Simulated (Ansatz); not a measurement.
La₅Ge₃:
```
CELL_PARAMETERS angstrom
      9.00879     0.00000     0.00000
     -4.50440     7.80184     0.00000
      0.00000     0.00000     6.98888
ATOMIC_POSITIONS crystal
  La 0.66667 0.33333 0.00000
  La 0.33333 0.66667 0.00000
  La 0.33333 0.66667 0.50000
  La 0.66667 0.33333 0.50000
  La 0.75418 0.75418 0.75000
  La 0.24582 0.24582 0.25000
  La 0.00000 0.75418 0.25000
  La 0.00000 0.24582 0.75000
  La 0.24582 0.00000 0.75000
  La 0.75418 0.00000 0.25000
  Ge 0.39283 0.39283 0.75000
  Ge 0.60717 0.60717 0.25000
  Ge 0.00000 0.39283 0.25000
  Ge 0.00000 0.60717 0.75000
  Ge 0.60717 0.00000 0.75000
  Ge 0.39283 0.00000 0.25000
```

This is the r²SCAN-relaxed structure.

Question: All from r²SCAN (plane waves, PAW; program Ansatz), unless another level is named. Estimate the electronic character.

Answer: metallic (no gap).

Question: Predict the density of states at the Fermi level.

Answer: 1.1 states/eV per atom (mean over ±0.08 eV).

Question: Next, the formation energy from the elements (no fitted shifts)?

Answer: -0.81 eV/atom.

Space group P6_3/mcm. The workflow started from a Materials Project entry (that database holds measured and hypothetical structures alike); the Crystallography Open Database copy checked does not list it. Whether it is the stable phase at ambient conditions was not checked. The r²SCAN relaxation kept the symmetry of its start; its stability against distortions is not shown here. The references are the lowest solids computed at this level, not always the standard phases. Scalar-relativistic: spin–orbit coupling is off unless named, which matters more the heavier the elements.

Potentials: the earlier of the program's two PAW sets.
